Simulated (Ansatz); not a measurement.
Consider the following.

AlRu:
```cif
data_AlRu
_chemical_formula_sum 'Al1 Ru1'
_space_group_name_H-M_alt 'P 1'
_space_group_IT_number 1
_cell_length_a 2.97629
_cell_length_b 2.97629
_cell_length_c 2.97629
_cell_angle_alpha 90.000
_cell_angle_beta 90.000
_cell_angle_gamma 90.000
loop_
_space_group_symop_operation_xyz
  'x, y, z'
loop_
_atom_site_label
_atom_site_type_symbol
_atom_site_fract_x
_atom_site_fract_y
_atom_site_fract_z
_atom_site_occupancy
Al1 Al 0.00000 0.00000 0.00000 1
Ru1 Ru 0.50000 0.50000 0.50000 1
```

This is the PBEsol-relaxed structure.

**Question.** All from PBEsol in the plane-wave PAW code Ansatz, unless another level is named. Give the formation energy from the elements (no fitted shifts).

**Answer.** -0.62 eV/atom.

**Question.** Next, the density of states at the Fermi level?

**Answer.** 0.79 states/eV per atom (mean over ±0.08 eV).

Space group Pm-3m (CsCl type). Symmetry was held in the PBEsol relaxation; phonons on a q-mesh show no instability. No spin polarisation was allowed. The references are the lowest solids computed at this level, not always the standard phases. Scalar-relativistic: spin–orbit coupling is off unless named, which matters more the heavier the elements.

Potentials: the later of the program's two PAW sets.
